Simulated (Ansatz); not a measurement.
## MgB$_{2}$: do energies and stresses tell the same story?

All numbers below come from DFT r2SCAN, scalar-relativistic, plane waves, PAW (Ansatz).

Cutoff 500 eV; k points 18×18×12 on the computed 3-atom cell (Γ-centred); Gaussian smearing, width 0.10 eV; no spin polarisation.

Relaxed cell: P6/mmm, a = 3.069 Å, b = 3.069 Å, c = 3.508 Å, α = 90.00°, β = 90.00°, γ = 120.00°, 3 atoms in the primitive cell. Whether it is the stable form of this composition wasn't checked.

Energies at zero smearing and pressures from the stress tensor, at volumes with shape and atoms relaxed:
| V (Å³/atom) | E − E(first) (meV/atom) | P (GPa) |
| --- | --- | --- |
| 8.969 | 0.00 | 10.33 |
| 9.255 | -13.39 | 4.81 |
| 9.541 | -17.58 | 0.02 |
| 9.828 | -13.76 | -4.13 |
| 10.114 | -3.01 | -7.75 |

Check P = −dE/dV between neighbouring volumes, and get the bulk modulus from the pressures alone.

With 1 eV/Å³ = 160.2 GPa:
| middle V (Å³/atom) | −ΔE/ΔV (GPa) | mean P (GPa) |
| --- | --- | --- |
| 9.112 | 7.495 | 7.571 |
| 9.398 | 2.343 | 2.413 |
| 9.685 | -2.134 | -2.055 |
| 9.971 | -6.020 | -5.940 |

The two differ by 0.08 GPa at most. The mean of two end pressures misses the average over a step by about ΔV² P″/12, up to 0.06 GPa here; with that taken off 0.04 GPa remains, from the smearing term (the stress is the derivative of the free energy), the finite cutoff, the mesh or the relaxation's tolerance. Around V = 9.541 Å³/atom, the two neighbours give B = −V ΔP/ΔV = 9.541 × 8.94 / 0.572 = 149.0 GPa, against B0 = 148.9 GPa from the Birch–Murnaghan fit of the energies.

Cost: 6 runs of about 3.8 core-minutes in all, on Arm Neoverse V1 (shared hosts).